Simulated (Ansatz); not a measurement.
All numbers below come from DFT PBEsol, scalar-relativistic, plane waves, PAW in Ansatz 0.2.0.

Plane waves to 420 eV, a k mesh through Γ of 12×12×12 on the computed 4-atom cell and Gaussian smearing (0.10 eV); no spin polarisation.

```xyz
4
Lattice="3.2079 0.0000 0.0000 0.0000 3.2079 0.0000 0.0000 0.0000 3.2079" Properties=species:S:1:pos:R:3 pbc="T T T"
Al    0.0000    0.0000    0.0000
C     0.0000    1.6040    1.6040
C     1.9790    0.0000    1.6040
C     1.6040    1.6040    0.0000
```

Is this geometry at equilibrium? Which atom feels the largest force?

It isn't. Atom 1 (Al) feels (1.52, 0.00, 0.00) eV/Å, 1.516 eV/Å in size.

Give all forces and the stress.

```
atom Fx Fy Fz
 Al1   1.516  0.000  0.000
  C2  -0.810  0.000  0.000
  C3   0.421  0.000  0.000
  C4  -1.127  0.000  0.000
```
Stress (GPa, compression positive):
```
-8.21  0.00  0.00
 0.00 -5.49  0.00
 0.00  0.00 14.09
```